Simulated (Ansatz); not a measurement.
**H$_{6}$C$_{3}$Br$_{2}$O: do energies and stresses tell the same story?**

Theory: Ansatz 0.2.0, DFT PBE+D3(BJ), scalar-relativistic, plane waves, PAW.

Settings: cutoff 420 eV, Γ-centred mesh 6×6×4 on the computed 24-atom cell, Gaussian smearing of 0.02 eV; no spin polarisation.

Relaxed cell: C2/c, a = 7.620 Å, b = 7.320 Å, c = 12.078 Å, α = 90.00°, β = 103.81°, γ = 90.00°, 24 atoms in the primitive cell.

Energies at zero smearing and pressures from the stress tensor, at volumes with shape and atoms relaxed:
```csv
V (Å³/atom),E − E(first) (meV/atom),P (GPa)
12.402,0.00,0.940
12.811,-1.78,0.542
13.219,-2.72,0.245
13.628,-2.98,-0.014
14.037,-2.68,-0.219
14.446,-1.93,-0.371
```

Problem. Check P = −dE/dV between neighbouring volumes, and get the bulk modulus from the pressures alone.

Solution. With 1 eV/Å³ = 160.2 GPa:
```json
{"middle V (Å³/atom)": "12.606", "−ΔE/ΔV (GPa)": "0.699", "mean P (GPa)": "0.741"}
{"middle V (Å³/atom)": "13.015", "−ΔE/ΔV (GPa)": "0.366", "mean P (GPa)": "0.394"}
{"middle V (Å³/atom)": "13.424", "−ΔE/ΔV (GPa)": "0.102", "mean P (GPa)": "0.116"}
{"middle V (Å³/atom)": "13.833", "−ΔE/ΔV (GPa)": "-0.116", "mean P (GPa)": "-0.116"}
{"middle V (Å³/atom)": "14.242", "−ΔE/ΔV (GPa)": "-0.294", "mean P (GPa)": "-0.295"}
```

The two differ by 0.042 GPa at most. The mean of two end pressures misses the average over a step by about ΔV² P″/12, up to 0.010 GPa here; with that taken off 0.032 GPa remains, from the finite cutoff, the mesh or the relaxation's tolerance. Around V = 13.628 Å³/atom, the two neighbours give B = −V ΔP/ΔV = 13.628 × 0.464 / 0.818 = 7.7 GPa, against B0 = 7.3 GPa from the Birch–Murnaghan fit of the energies.

Cost: 7 runs of about 64 core-minutes in all, on Arm Neoverse V2 (shared hosts).